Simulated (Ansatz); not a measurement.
# Computed properties of BP

BP:
```
CELL_PARAMETERS angstrom
      5.55135     0.00000     0.00000
      0.00000     5.55135     0.00000
      0.00000     0.00000     3.19658
ATOMIC_POSITIONS crystal
  B  0.17836 0.17836 0.00000
  B  0.82164 0.82164 0.00000
  P  0.81926 0.18074 0.00000
  P  0.18074 0.81926 0.00000
  P  0.68074 0.68074 0.50000
  P  0.31926 0.31926 0.50000
  B  0.32164 0.67836 0.50000
  B  0.67836 0.32164 0.50000
```

Space group P4_2/mnm (No. 136); conventional cell a = b = 5.551 Å, c = 3.197 Å, α = β = γ = 90.00°.

Method: DFT-r²SCAN in the program Ansatz with PAW potentials. The cell and atoms are relaxed at this level. Other levels are named where they apply.

### Cell and energy

* **Volume per atom**: 12.31 Å³
* **Density**: 2.82 g/cm³
* **Formation energy from the elements (no fitted shifts)**: -0.33 eV/atom

### Electronic structure

Band gap: 0.55 eV (indirect)
Valence-band maximum: at Γ
Conduction-band minimum: on the Γ–Z line, 59 % of the way from Γ (2 equivalent valleys)
Smallest direct gap on the standard path: 1.50 eV
Electron effective mass: 0.32, 0.32, 0.46 mₑ (principal values)
Hole effective mass, band 1 of 2 at the edge: 0.47 along x, 0.66 along z (mₑ)
Hole effective mass, band 2 of 2 at the edge: 0.21 along x, 0.66 along z (mₑ)
HSE06 gap on the r²SCAN cell: 1.09 eV

### Mechanics

Bulk modulus (Birch–Murnaghan fit): 155 GPa
Pressure derivative B′: 3.7
Elastic constants (relaxed ions, GPa): C11 = 326, C12 = 81.4, C13 = 40.1, C33 = 428, C44 = 144, C66 = 87.5
Mechanical stability: stable (all eigenvalues of C positive)
Hill bulk and shear moduli: 155 and 132 GPa
Young's modulus: 309 GPa
Poisson's ratio: 0.17
Debye temperature from the elastic constants: 973 K

### Charges

* **Bader charges**: B +0.65, P -0.65 e

The start of the workflow was typed in or built on a structure type; neither database checked (COD, Materials Project) lists it. It is not the phase usual at ambient conditions (space group No. 216). The r²SCAN relaxation kept the symmetry of its start; whether a distortion lowers the energy is not shown. The references are the lowest solids computed at this level, not always the standard phases.

Potentials: the earlier of the program's two PAW sets.
